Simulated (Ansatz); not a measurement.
Relaxed-ion elastic tensor of V2O3 (corundum, space group No. 167) in GPa (Voigt order), PBEsol (plane waves, PAW; program Ansatz); density 5.31 g/cm³, 9.37 Å³ per atom.

```
       1     2    3      4      5      6
-  -----  ----  ---  -----  -----  -----
1    342   153  207  -21.8    0.0    0.0
2    153   342  207   21.8    0.0    0.0
3    207   207  421    0.0    0.0    0.0
4  -21.8  21.8  0.0    157    0.0    0.0
5    0.0   0.0  0.0    0.0    157  -21.8
6    0.0   0.0  0.0    0.0  -21.8   94.5
```

Task: Is the crystal mechanically stable?

Result: Yes: the smallest eigenvalue of C is 87.6 GPa.

Task: Work out the Voigt, Reuss and Hill averages.

Result: K_V = 249, K_R = 241, K_H = 245; G_V = 118, G_R = 106, G_H = 112 GPa.

Task: Give Young's modulus, Poisson's ratio, Pugh's ratio and the universal anisotropy index.

Result: E = 9KG/(3K + G) = 291 GPa; ν = 0.30; K/G = 2.19 (ductile by the Pugh limit of 1.75); A_U = 5G_V/G_R + K_V/K_R − 6 = 0.57.

Task: Estimate the sound speeds and the Debye temperature.

Result: v_l = √((K + 4G/3)/ρ) = 8610 m/s, v_t = √(G/ρ) = 4590 m/s, mean 5130 m/s; Θ = (h/k)(3n/4πV)^(1/3) v_m = 724 K.

Task: How much does each axis shrink under pressure?

Result: Linear compressibilities β_i = Σ_j S_ij (j = 1 to 3): x 1.7, y 1.7, z 0.67 per TPa.

Space group R-3c (corundum). Symmetry was held in the PBEsol relaxation. Magnetic state: ferromagnetic, chosen from 5 collinear starts compared on coarse meshes (ties went to the first, and starts can fall back to one state), not a proven ground state. No Hubbard U is applied. As this level gives no gap, shear constants depend on the k-mesh and smearing (Fermi–Dirac, 0.1 eV here).

Potentials: the earlier of the program's two PAW sets. The files were generated under PBE; for other functionals the program regenerates the frozen cores, and for LDA and PBEsol the local potential too.
